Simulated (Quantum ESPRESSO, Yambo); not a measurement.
G0W0 results for WO$_{3}$

```
CELL_PARAMETERS angstrom
      3.79496     0.00000     0.00000
      0.00000     3.79496     0.00000
      0.00000     0.00000     3.79496
ATOMIC_POSITIONS crystal
  O  0.00000 0.00000 0.50000
  O  0.50000 0.00000 0.00000
  O  0.00000 0.50000 0.00000
  W  0.00000 0.00000 0.00000
```

Cell and atoms were relaxed with PBEsol from Materials Project entry mp-19390, within its symmetry.

Starting point: PBEsol (pw.x of Quantum ESPRESSO, ONCV potentials, with spin-orbit coupling). G0W0 in Yambo: 4×4×4 Γ-centred k mesh, bands 5 to 214 and a 8 Ry block in the screening, 214 bands in G with the Bruneval-Gonze terminator, plasmon pole fitted at 27.2 eV.

```
Quantity                                             Value
-------------------------------------------------  -------
PBEsol gap along the band path                     0.42 eV
PBEsol gap between the mesh's edge points (R → Γ)  0.42 eV
G0W0 gap between the same points                   1.33 eV
PBEsol smallest direct gap on the mesh (at Γ)      1.41 eV
G0W0 direct gap at that point                      2.41 eV
```

```tsv
k point	band	E PBEsol (eV)	E QP (eV)	shift (eV)	Z
Γ	VB−2	-0.99	-1.20	-0.21	0.76
Γ	VB−1	-0.99	-1.20	-0.20	0.76
Γ	VB	-0.99	-1.20	-0.21	0.76
Γ	CB	0.42	1.21	0.79	0.81
Γ	CB+1	0.42	1.22	0.79	0.81
X	VB	-1.04	-1.22	-0.19	0.76
X	CB	0.65	1.46	0.81	0.81
M	VB	-0.02	-0.15	-0.13	0.75
M	CB	4.01	4.98	0.97	0.76
R	VB	0.00	-0.12	-0.12	0.75
R	CB	5.42	6.54	1.12	0.81
```

Energies count from the PBEsol valence-band maximum.

Nearest settings tried, and what they do to the gap: 86 bands in W, 86 bands in G: +128 meV; 7 Ry block (147 vectors against 171): -7 meV. Not varied: mesh. So the settings aren't converged at that level.

The cell is held in this high symmetry; tilts and polar distortions were not searched.

The structure is a Materials Project entry; no match was found in the copy of COD used, and its stability was not checked.
